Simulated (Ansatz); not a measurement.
SiO₂:
```
CELL_PARAMETERS angstrom
      4.92059     0.00000     0.00000
     -2.46030     4.26136     0.00000
      0.00000     0.00000     5.41657
ATOMIC_POSITIONS crystal
  Si 0.53106 0.53106 0.00000
  Si 0.46894 0.00000 0.33333
  Si 0.00000 0.46894 0.66667
  O  0.26907 0.41313 0.78454
  O  0.58687 0.85593 0.11788
  O  0.14407 0.73093 0.45121
  O  0.41313 0.26907 0.21546
  O  0.85593 0.58687 0.88212
  O  0.73093 0.14407 0.54879
```

Relaxed with r²SCAN.

Problem. Tabulate the valence density and the electron localisation function along the shortest Si–O contact (1.61 Å), plane-wave PAW r²SCAN (Ansatz code).

Solution. 

```csv
distance from Si (Å),density (e/Å³),ELF
0.16,0.12,0.33
0.24,0.15,0.23
0.32,0.21,0.20
0.40,0.29,0.26
0.48,0.41,0.39
0.56,0.57,0.56
0.64,0.76,0.71
0.73,0.99,0.80
0.81,1.26,0.84
0.89,1.61,0.86
0.97,2.07,0.85
1.05,2.69,0.83
1.13,3.52,0.79
1.21,4.54,0.71
1.29,5.67,0.60
1.37,6.81,0.45
1.45,7.81,0.32
```

The density is the valence pseudo-density with augmentation charge, so density and ELF within about 1 Å of a nucleus are not all-electron values.

Space group P3_121. The cell was relaxed with r²SCAN under the symmetry of its start.

Potentials: the earlier of the program's two PAW sets. The files were generated under PBE; for other functionals the program regenerates the frozen cores, and for LDA and PBEsol the local potential too.
